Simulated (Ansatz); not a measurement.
CuI:
```
CuI
1.0
    0.00000     2.93058     2.93058
    2.93058     0.00000     2.93058
    2.93058     2.93058     0.00000
Cu I
1 1
Cartesian
  4.39587   4.39587   4.39587
  0.00000   0.00000   0.00000
```

Tensor components refer to the Cartesian frame of this cell.

**Question.** Give the proper piezoelectric stress tensor with relaxed ions from DFT-LDA in the program Ansatz with PAW potentials.

**Answer.** In C/m², rows x, y, z, Voigt columns; mesh uncertainty up to 0.00.
```
0.00  0.00  0.00  0.07  0.00  0.00
0.00  0.00  0.00  0.00  0.07  0.00
0.00  0.00  0.00  0.00  0.00  0.07
```

The elastic tensor of the same run (GPa):

```
      1     2     3     4     5     6
-  ----  ----  ----  ----  ----  ----
1  71.1  49.5  49.5   0.0   0.0   0.0
2  49.5  71.1  49.5   0.0   0.0   0.0
3  49.5  49.5  71.1   0.0   0.0   0.0
4   0.0   0.0   0.0  26.9   0.0   0.0
5   0.0   0.0   0.0   0.0  26.9   0.0
6   0.0   0.0   0.0   0.0   0.0  26.9
```

**Question.** Convert to strain constants d = e·S.

**Answer.** In pC/N:
```
0.0  0.0  0.0  2.5  0.0  0.0
0.0  0.0  0.0  0.0  2.5  0.0
0.0  0.0  0.0  0.0  0.0  2.5
```

Space group F-43m (zinc blende). The cell was relaxed with LDA under the symmetry of its start. No spin polarisation was allowed. Signs of piezoelectric constants follow the polarity of the cell as given. Spin–orbit coupling is left out wherever it is not named.

Potentials: the earlier of the program's two PAW sets. The files were generated under PBE; for other functionals the program regenerates the frozen cores, and for LDA and PBEsol the local potential too.
